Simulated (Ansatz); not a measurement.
NiSi$_{2}$ (fluorite type, space group Fm-3m)

```yaml
crystal:
  lattice:
    - [0.00000, 2.72225, 2.72225]
    - [2.72225, 0.00000, 2.72225]
    - [2.72225, 2.72225, 0.00000]
  atoms:
    - { symbol: Ni, position: [0.00000, 0.00000, 0.00000] }
    - { symbol: Si, position: [0.25000, 0.25000, 0.25000] }
    - { symbol: Si, position: [0.75000, 0.75000, 0.75000] }
```

In this cell atom 3 (Si, nearest neighbour Ni at 2.358 Å; its periodic images, 3.8 Å or more away, move with it) is moved by u·(0.707, 0.707, 0.000) + v·(0.000, 0.000, 1.000); the rest is frozen.

Calculation: PBE (plane waves to 420 eV, PAW, scalar-relativistic; Ansatz, an electronic-structure program). k mesh 12×12×12 (Γ-centred), Fermi-Dirac smearing 0.05 eV. The energy includes the smearing's −TS. Points where atoms come too close for the PAW data are left out (x in tables, blank in figures). With partly filled bands, energies and forces of such displacements shift with the k mesh and the smearing. NiSi2 is run without spin polarisation. NiSi2 was relaxed with its symmetry unable to fall. The last digit holds for this mesh only.

Changes of ΔE (eV/cell) from the point u = 0.000 Å, v = 0.000 Å when one coordinate moves alone (two changes are said to add if the coupling is within 5 % of the smaller one, nearly so within 20 %):

| point | change |
|---|---|
| u = 0.000 Å, v = -0.590 Å | 1.4904 |
| u = 0.000 Å, v = -0.295 Å | 0.3336 |
| u = -0.590 Å, v = 0.000 Å | 1.5211 |
| u = -0.295 Å, v = 0.000 Å | 0.3387 |
| u = 0.295 Å, v = 0.000 Å | 0.3387 |
| u = 0.590 Å, v = 0.000 Å | 1.5211 |
| u = 0.000 Å, v = 0.295 Å | 0.3336 |
| u = 0.000 Å, v = 0.590 Å | 1.4904 |

Question: What is the change at u = -0.295 Å, v = 0.295 Å, where both move, and how far is it from the sum?

Answer: The sum of the single changes is 0.3387 + (0.3336) = 0.6723; the calculation gives 0.9471, so the coupling contributes 0.2748 (over 20 % of the smaller single change, not additive).

Question: What is the change at u = 0.295 Å, v = -0.590 Å, where both move, and how far is it from the sum?

Answer: The sum of the single changes is 0.3387 + (1.4904) = 1.8291; the calculation gives 1.4514, so the coupling contributes -0.3777 (over 20 % of the smaller single change, not additive).

Question: What is the change at u = -0.590 Å, v = -0.295 Å, where both move, and how far is it from the sum?

Answer: The sum of the single changes is 1.5211 + (0.3336) = 1.8547; the calculation gives 1.0236, so the coupling contributes -0.8311 (over 20 % of the smaller single change, not additive).

(A displaced cell: forces are minus the slopes of the energy, force constants its curvatures, and phonons follow from these.)
